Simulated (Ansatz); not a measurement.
Mn, first-principles data

Mn:
```
CELL_PARAMETERS angstrom
      2.80358     0.00000     0.00000
      0.00000     2.80358     0.00000
      0.00000     0.00000     3.70742
ATOMIC_POSITIONS crystal
  Mn 0.00000 0.00000 0.00000
  Mn 0.50000 0.50000 0.50000
```
The run is spin-polarised; directions of the spins, atom by atom: ↑ ↓.

Space group I4/mmm (No. 139), body-centred tetragonal; conventional cell a = 2.804 Å, b = 2.804 Å, c = 3.707 Å, α = 90.00°, β = 90.00°, γ = 90.00°.

Method: DFT-r²SCAN in the program Ansatz with PAW potentials. Structure relaxed to zero pressure with the same functional. Other levels are named where they apply.

**Cell and energy**

* **Volume per atom**: 14.57 Å³
* **Density**: 6.26 g/cm³

**Electronic structure**

- Electronic character = metallic (no gap)
- Density of states at the Fermi level = 0.79 states/eV per atom (mean over ±0.08 eV)

**Magnetism**

- Magnetic order = antiferromagnetic
- Net moment = 0.00 μB per atom

**Mechanics**

- Mechanical stability: stable (all eigenvalues of C positive)
- Hill bulk and shear moduli: 67.4 and 45.8 GPa
- Young's modulus: 112 GPa
- Poisson's ratio: 0.22
- Debye temperature from the elastic constants: 365 K

A made-up cell: these elements were put on the sites of a structure type; neither database checked (COD, Materials Project) lists it. It is not the phase usual at ambient conditions (space group No. 217). The cell keeps a stress of up to 0.2 GPa. Symmetry was held in the r²SCAN relaxation, as lowered by the spin order; its stability against distortions is not shown here. Spin order of the final state: antiferromagnetic, chosen from 3 collinear starts compared on coarse meshes (ties went to the first, and starts can fall back to one state), not a proven ground state. Other orbital occupations within this spin state were not tried. For itinerant 3d metals, meta-GGAs of the SCAN family and hybrids are commonly reported to give too large moments. As this level gives no gap, shear constants depend on the k-mesh and smearing (Fermi–Dirac, 0.1 eV here). Point labels and valley counts follow the cell and symmetry of the run, lower than the named group. Axis ratios of metals converge slowly with the k-mesh, so a and c are less sure than the volume. On the denser mesh and wider smearing of the elastic run this cell carries a stress of 1.0 GPa.

Potentials: the later of the program's two PAW sets.
